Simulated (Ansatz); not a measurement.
## Zincblende alloy of GaAs and BAs (4 of 32 Ga sites exchanged), 64 atoms

Ansatz, PAW, plane waves. PBEsol relaxation of volume and atoms (shape held) at the single k point (¼, ¼, ¼) without its symmetry partners; single points on the relaxed atoms at the Γ point alone, onto which points of the small cell's zone fold. Arrangement: quasirandom. No spin–orbit coupling unless named.

Relaxed structure:

```
CELL_PARAMETERS angstrom
11.09397 0.00000 0.00000
0.00000 11.09397 0.00000
0.00000 0.00000 11.09397
ATOMIC_POSITIONS crystal
Ga 0.00605 0.00577 0.00111
Ga 0.00084 0.00059 0.50085
Ga 0.00504 0.49455 0.00137
Ga 0.99961 0.50023 0.49768
Ga 0.49482 0.00475 0.00138
Ga 0.50049 0.99933 0.49768
Ga 0.50084 0.50056 0.50102
Ga 0.24860 0.24836 0.49893
Ga 0.24992 0.75081 0.50088
Ga 0.75106 0.24969 0.50089
Ga 0.74326 0.74299 0.99908
Ga 0.75097 0.75073 0.49866
Ga 0.25121 0.99946 0.23833
Ga 0.25176 0.99878 0.76067
Ga 0.25486 0.49998 0.23777
Ga 0.25455 0.49936 0.76041
Ga 0.75178 0.00501 0.24413
Ga 0.75084 0.00582 0.75565
Ga 0.74396 0.49477 0.24027
Ga 0.74624 0.49653 0.75895
Ga 0.99972 0.25095 0.23833
Ga 0.99905 0.25148 0.76070
Ga 0.00526 0.75149 0.24416
Ga 0.00608 0.75056 0.75568
Ga 0.50023 0.25457 0.23777
Ga 0.49961 0.25427 0.76044
Ga 0.49506 0.74366 0.24027
Ga 0.49678 0.74595 0.75899
B 0.49255 0.49222 0.99945
B 0.25494 0.25468 0.99686
B 0.25540 0.74131 0.00026
B 0.74157 0.25515 0.00024
As 0.14423 0.14397 0.11020
As 0.12308 0.12282 0.63191
As 0.13891 0.63670 0.11168
As 0.12677 0.62195 0.62828
As 0.63696 0.13865 0.11167
As 0.62220 0.12651 0.62829
As 0.60490 0.60462 0.10882
As 0.62470 0.62444 0.62907
As 0.37405 0.37375 0.09898
As 0.37596 0.37568 0.62742
As 0.36228 0.85955 0.10882
As 0.37609 0.87544 0.62907
As 0.85983 0.36199 0.10880
As 0.87573 0.37581 0.62907
As 0.87467 0.87438 0.12119
As 0.87723 0.87695 0.63040
As 0.37674 0.12451 0.36702
As 0.36253 0.14029 0.88903
As 0.37419 0.62298 0.37406
As 0.37769 0.62106 0.89928
As 0.87857 0.12597 0.37229
As 0.85878 0.14211 0.89104
As 0.87408 0.62293 0.36569
As 0.87826 0.62232 0.87635
As 0.12478 0.37648 0.36701
As 0.14058 0.36229 0.88901
As 0.12622 0.87832 0.37228
As 0.14238 0.85853 0.89103
As 0.62322 0.37391 0.37404
As 0.62131 0.37746 0.89925
As 0.62321 0.87383 0.36567
As 0.62260 0.87801 0.87635
```

(1) What are the mean bond lengths by pair (pairs within 1.2 times the sum of covalent radii, less contacts 15 % beyond the pair's median; cation–cation pairs of compounds aside; long ionic contacts are cut short by that bound)?

(2) What gap lies between the top filled and the lowest empty level in the single points?

Answers

(1) As–B 2.162 ± 0.034 Å (standard deviation, 16 bonds); As–Ga 2.441 ± 0.024 Å (standard deviation, 112 bonds).

(2) HSE06 1.38 eV (30 s on NVIDIA GB200). An indirect band minimum needn't fold onto Γ of this cell; where it doesn't, these gaps are too wide.
